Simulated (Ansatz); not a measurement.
BeS (rock salt), relaxed with PBE (Ansatz, a first-principles code, plane waves, PAW): a = b = c = 4.6293 Å, α = β = γ = 90.00°.

| Quantity | Result |
|---|---|
| gap (eV) | 0.97 |
| ΔH_f (eV/atom) | -0.51 |
| B₀ by P(V) fit (GPa) | 108 |
| K_Hill (GPa) | 108 |
| G_Hill (GPa) | 83.6 |
| ε∞ | 8.98 |
| highest Γ mode, no LO–TO term (cm⁻¹) | 0 |
| electron conductivity mass (mₑ) | 0.38 |
| Θ_D (K) | 782 |

The same phase is relaxed and computed with r²SCAN in the same code. What are the cell and these values now?

a = 4.634 Å, b = 4.634 Å, c = 4.634 Å, α = 90.00°, β = 90.00°, γ = 90.00°.

gap (eV): 1.33
ΔH_f (eV/atom): -0.61
B₀ by P(V) fit (GPa): 111
K_Hill (GPa): 111
G_Hill (GPa): 84.2
ε∞: 8.05
highest Γ mode, no LO–TO term (cm⁻¹): 0
electron conductivity mass (mₑ): 0.37
Θ_D (K): 786

Constructed cells (a structure type filled with these elements, in neither database checked): BeS, rock salt. Unstable at this level: BeS, rock salt with PBE; BeS, rock salt with r²SCAN. All cells were relaxed under the symmetry of their starts (and spin orders); stability against distortions was not tested throughout.

Potentials: the later of the program's two PAW sets.

Ansatz is a plane-wave DFT program.

Formation energies count from the lowest solids of the elements computed at the same level, not from gases.
